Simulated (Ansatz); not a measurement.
# Ba3AlN3 — ¹³⁵Ba NMR of the central transition

Cell: a computed structure from the Materials Project (it need not be an observed phase), atoms as given.

Space group P6_3/m (No. 176); a = 8.3847, c = 5.6100 Å, γ = 120.00°.

| site | Wyckoff | site symmetry | x | y | z |
| --- | --- | --- | --- | --- | --- |
| Ba | 6h | m.. | 0.9423 | 0.6367 | 0.2500 |
| Al | 2c | -6.. | 0.6667 | 0.3333 | 0.7500 |
| N | 6h | m.. | 0.8754 | 0.5657 | 0.7500 |

One atom of each set is listed.

All values are calculated (Ansatz; DFT, r2SCAN, plane waves and PAW (field gradients read without the response of the frozen cores, which leaves them typically 4 to 6 % off), scalar-relativistic, 500 eV cutoff, Γ-centred 4×4×5 k-points, Fermi–Dirac smearing 0.02 eV), not measured.

¹³⁵Ba has I = 3/2 and Q = 153.0 mb (Pyykkö 2018); at 35.2 T its Larmor frequency is ν₀ = 149.9 MHz (from the bare nuclear moment; shielding lowers the observed one by a per cent or two). Only the quadrupole interaction is simulated: positions count from each site's isotropic chemical shift, and shift anisotropy, dipolar and J coupling are left out.

Simulated pattern of one Ba site (static powder, Gaussian broadening 300 kHz):

| offset (kHz) | height |
| --- | --- |
| -3624.9 | 0 |
| -3480.0 | 4 |
| -3335.1 | 18 |
| -3190.2 | 36 |
| -3045.2 | 46 |
| -2900.3 | 49 |
| -2755.4 | 50 |
| -2610.4 | 52 |
| -2465.5 | 55 |
| -2320.6 | 57 |
| -2175.6 | 60 |
| -2030.7 | 64 |
| -1885.8 | 69 |
| -1740.9 | 76 |
| -1595.9 | 87 |
| -1451.0 | 100 |
| -1306.1 | 100 |
| -1161.1 | 88 |
| -1016.2 | 79 |
| -871.3 | 74 |
| -726.3 | 71 |
| -581.4 | 69 |
| -436.5 | 67 |
| -291.6 | 67 |
| -146.6 | 66 |
| -1.7 | 64 |
| 143.2 | 59 |
| 288.2 | 57 |
| 433.1 | 60 |
| 578.0 | 67 |
| 723.0 | 81 |
| 867.9 | 97 |
| 1012.8 | 94 |
| 1157.7 | 70 |
| 1302.7 | 54 |
| 1447.6 | 46 |
| 1592.5 | 35 |
| 1737.5 | 17 |
| 1882.4 | 4 |
| 2027.3 | 0 |

(1) Which |C_Q| and η does the pattern imply?

## Answers

(1) The pattern spans 4998 kHz before broadening and its centre of gravity is at -742 kHz, which fixes P_Q; the places of the horns and steps fix η. That gives P_Q = 66.7 MHz, |C_Q| = 64.9 MHz and η = 0.41. The sign of C_Q can't be read from the pattern.

With ν_Q/ν₀ up to 0.22, terms beyond second order are no longer negligible.

The largest force is 0.3 eV/Å, so the atoms aren't at the calculated equilibrium and relaxing them would move these values. Without spin–orbit coupling (the program notes it for Ba) the gradients can shift somewhat, as the gap is small.

The run took 25 s of wall time (25 s of CPU time) and 1.5 GiB at its peak, on 1 thread of Intel Xeon 6975P-C (Granite Rapids) (x86_64; 16 cores open to the job, memory cap 3.0 GiB, no GPU), a shared host with a load of 0.4 a core.
